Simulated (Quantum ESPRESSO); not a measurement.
## Al3GeN4 (input and log of a self-consistent run)

Simulated, not a measurement. The program is pw.x of Quantum ESPRESSO 7.5 (plane-wave density functional theory). The cell is made up: 8 atoms on a wurtzite lattice, with randomly drawn elements, strain and displacements, not relaxed. PseudoDojo standard norm-conserving files (v0.5 for PBE, v0.4.1 for LDA and PBEsol) set the functional; there is no spin polarisation, spin-orbit coupling or dispersion term, and the masses in the input are unused placeholders. A spin-polarised start on this cell or one of its family kept no moment.

Input:

```
&control calculation='scf', pseudo_dir='./dojo.nc.sr.pbe.v0_5.standard.upf', outdir='./o', disk_io='low', tprnfor=.true., tstress=.true. /
&system ibrav=0, nat=8, ntyp=3, nbnd=32, ecutwfc=84.00895049, nosym=.true., tot_charge=0,
 occupations='smearing', smearing='fd', degauss=0.0073498644
/
&electrons conv_thr=7.350e-09, electron_maxstep=60, /
ATOMIC_SPECIES
Al 1.0 Al.upf
Ge 1.0 Ge.upf
N 1.0 N.upf
CELL_PARAMETERS angstrom
3.2767 0.0 0.0
0.0 5.6754 0.0
0.0 0.0 5.3508
ATOMIC_POSITIONS angstrom
Al -0.0489 0.0241 -0.0295
Al 1.6539 2.8224 0.0608
Al 1.6379 0.984 2.6336
Ge 0.0311 3.8299 2.685
N 0.0247 0.0005 1.9328
N 1.618 2.8251 1.9872
N 1.6461 0.924 4.6467
N -0.0557 3.8094 4.6524
K_POINTS automatic
7 6 6 1 1 1
```

The log is shortened where brackets say so; the opening notice, blank lines, dates and the lines on written files are dropped, and the path of the files is cut. It prints rydbergs, bohrs and kilobars, and counts compression as positive stress.

```
     Program PWSCF v.7.5
     Parallel version (MPI & OpenMP), running on       4 processor cores
     Number of MPI processes:                 4
     Threads/MPI process:                     1
     [start-up lines left out]
     bravais-lattice index     =            0
     lattice parameter (alat)  =       6.1921  a.u.
     unit-cell volume          =     671.5038 (a.u.)^3
     number of atoms/cell      =            8
     number of atomic types    =            3
     number of electrons       =        43.00
     number of Kohn-Sham states=           32
     kinetic-energy cutoff     =      84.0090  Ry
     charge density cutoff     =     336.0358  Ry
     scf convergence threshold =      7.3E-09
     mixing beta               =       0.7000
     number of iterations used =            8  plain     mixing
     Exchange-correlation= PBE
                           (   1   4   3   4   0   0   0)
     [axes and pseudopotential details left out]
   Cartesian axes
     site n.     atom                  positions (alat units)
         1        Al     tau(   1) = (  -0.0149236   0.0073550  -0.0090030  )
         2        Al     tau(   2) = (   0.5047456   0.8613544   0.0185553  )
         3        Al     tau(   3) = (   0.4998627   0.3003021   0.8037355  )
         4        Ge     tau(   4) = (   0.0094913   1.1688284   0.8194220  )
         5        N      tau(   5) = (   0.0075381   0.0001526   0.5898618  )
         6        N      tau(   6) = (   0.4937895   0.8621784   0.6064638  )
         7        N      tau(   7) = (   0.5023652   0.2819910   1.4181036  )
         8        N      tau(   8) = (  -0.0169988   1.1625721   1.4198431  )
     number of k points=   126  Fermi-Dirac smearing, width (Ry)=  0.0073
     Number of k-points >= 100: set verbosity='high' to print them.
     Dense  grid:    69837 G-vectors     FFT dimensions: (  40,  64,  60)
     Estimated max dynamical RAM per process >     220.09 MB
     Estimated total dynamical RAM >     829.23 MB
     Initial potential from superposition of free atoms
     starting charge      42.9918, renormalised to      43.0000
     Starting wfcs are   37 randomized atomic wfcs
     total cpu time spent up to now is        6.7 secs
     per-process dynamical memory:   190.5 Mb
     Self-consistent Calculation
     iteration #  1     ecut=    84.01 Ry     beta= 0.70
     Davidson diagonalization with overlap
     ethr =  1.00E-02,  avg # of iterations =  3.1
     total cpu time spent up to now is       23.4 secs
     total energy              =    -274.93647583 Ry
     estimated scf accuracy    <       2.24983736 Ry
     iteration #  2     ecut=    84.01 Ry     beta= 0.70
     Davidson diagonalization with overlap
     ethr =  5.23E-03,  avg # of iterations =  2.0
     total cpu time spent up to now is       37.4 secs
     total energy              =    -275.53324565 Ry
     estimated scf accuracy    <       2.54179177 Ry
     iteration #  3     ecut=    84.01 Ry     beta= 0.70
     Davidson diagonalization with overlap
     ethr =  5.23E-03,  avg # of iterations =  2.0
     total cpu time spent up to now is       49.3 secs
     total energy              =    -275.96169866 Ry
     estimated scf accuracy    <       0.02455269 Ry
     iteration #  4     ecut=    84.01 Ry     beta= 0.70
     Davidson diagonalization with overlap
     ethr =  5.71E-05,  avg # of iterations =  8.2
     total cpu time spent up to now is       68.4 secs
     total energy              =    -275.97468799 Ry
     estimated scf accuracy    <       0.02095695 Ry
     iteration #  5     ecut=    84.01 Ry     beta= 0.70
     Davidson diagonalization with overlap
     ethr =  4.87E-05,  avg # of iterations =  2.3
     total cpu time spent up to now is       80.3 secs
     total energy              =    -275.97650395 Ry
     estimated scf accuracy    <       0.00648838 Ry
     [iterations 6 to 7 left out]
     iteration #  8     ecut=    84.01 Ry     beta= 0.70
     Davidson diagonalization with overlap
     ethr =  6.68E-07,  avg # of iterations =  2.8
     total cpu time spent up to now is      120.9 secs
     total energy              =    -275.97666272 Ry
     estimated scf accuracy    <       0.00003909 Ry
     iteration #  9     ecut=    84.01 Ry     beta= 0.70
     Davidson diagonalization with overlap
     ethr =  9.09E-08,  avg # of iterations =  2.5
     total cpu time spent up to now is      133.5 secs
     total energy              =    -275.97667594 Ry
     estimated scf accuracy    <       0.00000251 Ry
     iteration # 10     ecut=    84.01 Ry     beta= 0.70
     Davidson diagonalization with overlap
     ethr =  5.84E-09,  avg # of iterations =  3.4
     total cpu time spent up to now is      146.4 secs
     total energy              =    -275.97667555 Ry
     estimated scf accuracy    <       0.00000260 Ry
     iteration # 11     ecut=    84.01 Ry     beta= 0.70
     Davidson diagonalization with overlap
     ethr =  5.84E-09,  avg # of iterations =  2.0
     total cpu time spent up to now is      157.5 secs
     total energy              =    -275.97667576 Ry
     estimated scf accuracy    <       0.00000022 Ry
     iteration # 12     ecut=    84.01 Ry     beta= 0.70
     Davidson diagonalization with overlap
     ethr =  5.03E-10,  avg # of iterations =  2.0
     total cpu time spent up to now is      169.9 secs
     End of self-consistent calculation
     Number of k-points >= 100: set verbosity='high' to print the bands.
     the Fermi energy is    10.2782 ev
!    total energy              =    -275.97667582 Ry
     estimated scf accuracy    <          2.7E-09 Ry
     smearing contrib. (-TS)   =      -0.00374349 Ry
     internal energy E=F+TS    =    -275.97293233 Ry
     The total energy is F=E-TS. E is the sum of the following terms:
     one-electron contribution =    -132.45131191 Ry
     hartree contribution      =      93.41026183 Ry
     xc contribution           =     -74.63240517 Ry
     ewald contribution        =    -162.29947708 Ry
     convergence has been achieved in  12 iterations
     Forces acting on atoms (cartesian axes, Ry/au):
     atom    1 type  1   force =     0.02045870    0.00433693   -0.01625238
     atom    2 type  1   force =    -0.01238833   -0.00986076   -0.04799639
     atom    3 type  1   force =     0.00395701   -0.01966861    0.00737422
     atom    4 type  2   force =    -0.01654090   -0.01755706   -0.01391452
     atom    5 type  3   force =    -0.00828735    0.04905324    0.01295543
     atom    6 type  3   force =     0.01278968   -0.01477766    0.00121021
     atom    7 type  3   force =    -0.01675413    0.01502763   -0.00516850
     atom    8 type  3   force =     0.01676533   -0.00655370    0.06179194
     Total force =     0.110408     Total SCF correction =     0.000253
     Computing stress (Cartesian axis) and pressure
          total   stress  (Ry/bohr**3)                   (kbar)     P=     -118.53
  -0.00080649  -0.00001899  -0.00000475         -118.64       -2.79       -0.70
  -0.00001899  -0.00079319  -0.00003265           -2.79     -116.68       -4.80
  -0.00000475  -0.00003265  -0.00081761           -0.70       -4.80     -120.28
     init_run     :      6.26s CPU      6.55s WALL (       1 calls)
     electrons    :    162.25s CPU    163.23s WALL (       1 calls)
     forces       :      1.88s CPU      1.90s WALL (       1 calls)
     stress       :      7.01s CPU      7.01s WALL (       1 calls)
     [timing details left out]
     PWSCF        :   2m57.62s CPU   2m59.01s WALL
     JOB DONE.
```

In other units: free energy -3754.854 eV for the cell, pressure -11.85 GPa, largest force component 1.589 eV/Å. A rerun of a related cell, with the same atoms placed differently, at 1437 eV and a 9 x 8 x 8 mesh moved values by no more than 0.003 eV in energy, 0.07 GPa in stress and 0.019 eV/Å in force.